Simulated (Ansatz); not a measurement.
Method: Ansatz 0.2.0, DFT PBE, scalar-relativistic, plane waves, PAW. All cells share a 420 eV cutoff and Γ-centred k meshes spaced at most about 0.3 Å⁻¹ (2π included). No spin polarisation in the final relaxations.

These are static total energies at zero pressure.

Two relaxed structures of Sn₄SeS₃:

A.

```
Sn Se S
1.0
    -2.95419    2.95419    5.90256
     2.95419   -2.95419    5.90256
     2.95419    2.95419   -5.90256
Sn Se S
4 1 3
Direct
  0.74415 0.74415 0.00000
  0.25585 0.25585 0.00000
  0.50000 0.00000 0.50000
  0.00000 0.50000 0.50000
  0.00000 0.00000 0.00000
  0.50000 0.50000 0.00000
  0.25000 0.75000 0.50000
  0.75000 0.25000 0.50000
```

B.

```
Sn Se S
1.0
     4.17598    0.00000    0.00000
     0.00000    4.17598    0.00000
     0.00000    0.00000   11.80666
Sn Se S
4 1 3
Direct
  0.00000 0.00000 0.00000
  0.50000 0.50000 0.25526
  0.00000 0.00000 0.50000
  0.50000 0.50000 0.74474
  0.50000 0.50000 0.00000
  0.00000 0.00000 0.25188
  0.50000 0.50000 0.50000
  0.00000 0.00000 0.74812
```

Question: Which arrangement of the elements on these sites is preferred, and by what margin?

Answer: They are level within the accuracy (1 meV/atom apart, with B the lower in these runs). The two share one framework of sites and differ in which element sits where. A has Se and S ordered on rock salt sites, space group I4/mmm (No. 139), 25.8 Å³/atom and a gap of 0.16 eV on its mesh; B has Se and S ordered on rock salt sites, space group P4/mmm (No. 123), 25.7 Å³/atom and a gap of 0.13 eV. Counting S or Se atoms around Sn (for each partner element, those within 1.25 times its shortest distance or 1.15 times the sum of covalent radii, where it is the nearest in units of that sum or under 1.3; the shortest distance is added where it is long for a bond; a slash parts the counts of unlike sites), A has Sn 6 and B has Sn 6/6 from 2.9 Å. Both come from invented guesses.

Kohn–Sham gaps at this level usually fall short of measured ones. Cells relaxed within their symmetry can be saddle points.
